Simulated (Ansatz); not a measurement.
Ga$_{2}$O$_{3}$: computed property card

Ga₂O₃:
```xyz
40
Lattice="5.0423 0.0000 0.0000 0.0000 8.6732 0.0000 0.0000 0.0000 9.2853" Properties=species:S:1:pos:R:3 pbc="T T T"
Ga     3.4211     1.3161     1.9215
Ga     1.6212     7.3571     6.5642
Ga     4.1423     5.6527     6.5642
Ga     0.8999     3.0205     1.9215
Ga     3.4671     7.2713     0.1638
Ga     1.5751     1.4020     4.8064
Ga     4.0963     2.9347     4.8064
Ga     0.9460     5.7386     0.1638
Ga     0.9020     0.2779     0.0425
Ga     4.1403     8.3953     4.6851
Ga     1.6192     4.6145     4.6851
Ga     3.4231     4.0587     0.0425
Ga     3.4912     1.3070     7.3845
Ga     1.5511     7.3662     2.7418
Ga     4.0722     5.6436     2.7418
Ga     0.9701     3.0296     7.3845
O      4.9305     4.4395     1.3145
O      0.1118     4.2337     5.9571
O      2.6329     0.1029     5.9571
O      2.4094     8.5703     1.3145
O      1.7472     7.2930     8.4167
O      3.2951     1.3802     3.7740
O      0.7740     2.9564     3.7740
O      4.2683     5.7168     8.4167
O      0.1364     7.1523     1.2555
O      4.9059     1.5209     5.8981
O      2.3847     2.8157     5.8981
O      2.6575     5.8575     1.2555
O      2.4154     5.7893     6.0055
O      2.6269     2.8839     1.3629
O      0.1057     1.4527     1.3629
O      4.9365     7.2205     6.0055
O      1.7620     1.4818     8.1680
O      3.2803     7.1914     3.5254
O      0.7592     5.8184     3.5254
O      4.2831     2.8548     8.1680
O      3.2814     4.3205     3.8261
O      1.7609     4.3528     8.4688
O      4.2820     8.6571     8.4688
O      0.7602     0.0162     3.8261
```

Space group Pna2_1 (No. 33); conventional cell a = 5.0423 Å, b = 8.6732 Å, c = 9.2853 Å, α = β = γ = 90.00°.

Method: plane-wave PAW r²SCAN (Ansatz code). Geometry: relaxed at this level of theory. Other levels are named where they apply.

**Cell and energy**

```yaml
volume_per_atom: 10.15 Å³
density: 6.13 g/cm³
Formation energy from the elements (no fitted shifts): -2.05 eV/atom
```

**Electronic structure**

```yaml
band_gap: 3.16 eV (smallest direct gap 3.16 eV)
valence_band_maximum: on the Γ–X line, 10 % of the way from Γ (k = -0.052, 0.000, 0.000 in fractions of the reciprocal vectors)
conduction_band_minimum: at Γ
electron_effective_mass: 0.26 mₑ (isotropic)
hole_effective_mass: 0.55, 14, 20 mₑ (principal values)
```

**Mechanics**

```yaml
Bulk modulus (Birch–Murnaghan fit): 198 GPa
Pressure derivative B′: 4.6
```

**Charges**

```yaml
bader_charges: Ga +1.95 to +2.02, O -1.36 to -1.31 e
```

The start of the workflow was typed in or built on a structure type; neither database checked (COD, Materials Project) lists it. It is not the phase usual at ambient conditions (space group No. 12, 167). The r²SCAN relaxation kept the symmetry of its start; its stability against distortions is not shown here. The references are the lowest solids computed at this level, not always the standard phases (solids in place of the gases). Scalar-relativistic: spin–orbit coupling is off unless named, which matters more the heavier the elements.

Potentials: the later of the program's two PAW sets.
